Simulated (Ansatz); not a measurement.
BaTiO3:
```
BaTiO3
1.0
    2.84031     1.63986     2.33133
   -2.84031     1.63986     2.33133
    0.00000    -3.27971     2.33133
Ba Ti O
1 1 3
Direct
  0.00124   0.00124   0.00124
  0.51468   0.51468   0.51468
  0.48825   0.97868   0.48825
  0.48825   0.48825   0.97868
  0.97868   0.48825   0.48825
```

Relaxed with r²SCAN.

Task: Give the Bader charges and basin volumes of the independent atoms, r²SCAN in the plane-wave PAW code Ansatz.

Result: 

```tsv
atom	Bader charge (e)	Bader volume (Å³)
Ba1	+1.58	20.6
Ti2	+2.29	7.1
O3	-1.29	12.5
```

Space group R3m. This is a known low-temperature phase of the composition, computed here at zero pressure and temperature. The cell was relaxed with r²SCAN under the symmetry of its start; its stability against distortions is not shown here. The run is not spin-polarised. Spin–orbit coupling is left out wherever it is not named.

Potentials: the earlier of the program's two PAW sets. The files were generated under PBE; for other functionals the program regenerates the frozen cores, and for LDA and PBEsol the local potential too.
